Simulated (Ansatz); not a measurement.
Relaxed-ion elastic tensor of Mg (hcp (Mg type), P6_3/mmc) in GPa (Voigt order), PBEsol (plane waves, PAW; program Ansatz); density 1.79 g/cm³, 22.49 Å³ per atom.

```csv
,1,2,3,4,5,6
1,63.4,26.2,21.6,0.0,0.0,0.0
2,26.2,63.4,21.6,0.0,0.0,0.0
3,21.6,21.6,72.1,0.0,0.0,0.0
4,0.0,0.0,0.0,19.4,0.0,0.0
5,0.0,0.0,0.0,0.0,19.4,0.0
6,0.0,0.0,0.0,0.0,0.0,18.6
```

### Question
Is the crystal mechanically stable?

### Answer
Yes: the smallest eigenvalue of C is 18.6 GPa.

### Question
Work out the Voigt, Reuss and Hill averages.

### Answer
K_V = 37.5, K_R = 37.5, K_H = 37.5; G_V = 20.1, G_R = 19.9, G_H = 20.0 GPa.

### Question
Give Young's modulus, Poisson's ratio, Pugh's ratio and the universal anisotropy index.

### Answer
E = 9KG/(3K + G) = 50.9 GPa; ν = 0.27; K/G = 1.88 (ductile by the Pugh limit of 1.75); A_U = 5G_V/G_R + K_V/K_R − 6 = 0.06.

### Question
Estimate the sound speeds and the Debye temperature.

### Answer
v_l = √((K + 4G/3)/ρ) = 5980 m/s, v_t = √(G/ρ) = 3340 m/s, mean 3720 m/s; Θ = (h/k)(3n/4πV)^(1/3) v_m = 392 K.

### Question
Solve the Christoffel equation for the three sound speeds along x, y, z.

### Answer
Eigenvalues of C_ijkl n_j n_l equal ρv². In km/s, slowest first: x 3.22, 3.29, 5.94; y 3.22, 3.29, 5.94; z 3.29, 3.29, 6.34.

### Question
How much does each axis shrink under pressure?

### Answer
Linear compressibilities β_i = Σ_j S_ij (j = 1 to 3): x 9.1, y 9.1, z 8.4 per TPa.

Symmetry was held in the PBEsol relaxation. As this level gives no gap, shear constants depend on the k-mesh and smearing (Fermi–Dirac, 0.1 eV here). On the denser mesh and wider smearing of the elastic run this cell carries a stress of 0.5 GPa.

Potentials: the earlier of the program's two PAW sets. The files were generated under PBE; for other functionals the program regenerates the frozen cores, and for LDA and PBEsol the local potential too.
